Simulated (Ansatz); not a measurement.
The start is a generated cell, ZrO2 placed in the tetragonal-ZrO2 structure type. A full variable-cell relaxation at zero pressure is run with r2SCAN (plane waves to 500 eV, PAW, scalar-relativistic; Ansatz, an electronic-structure program). The first steps use a coarse 7×7×5 k-mesh.

Starting cell:
```
ZrO2
1.0
    3.60000     0.00000     0.00000
    0.00000     3.60000     0.00000
    0.00000     0.00000     5.18000
Zr O
2 4
Cartesian
  0.00000   0.00000   0.00000
  1.80000   1.80000   2.59000
  0.00000   1.80000   1.05309
  0.00000   1.80000   3.64309
  1.80000   0.00000   1.53691
  1.80000   0.00000   4.12691
```

Task: By how much does the energy per atom fall from start to end?

Result: 0.001 eV/atom.

Task: How does the volume change?

Result: +1.0 %, from 11.19 to 11.30 Å³/atom.

Task: How do the shortest distances between atoms change?

Result: The closest pairs of elements (up to four, under 3.6 Å), start → end: O–Zr 2.09 → 2.07 Å; O–O 2.59 → 2.61 Å.

The space group stays P4₂/nmc (No. 137) (the run could not lower it), with 6 atoms in the primitive cell. Final values are on a 9×9×7 k-mesh of the relaxed cell. No spin polarisation in the result.

The run could not lose the symmetry of its start; a randomly shaken copy of 6 atoms returns to this structure.
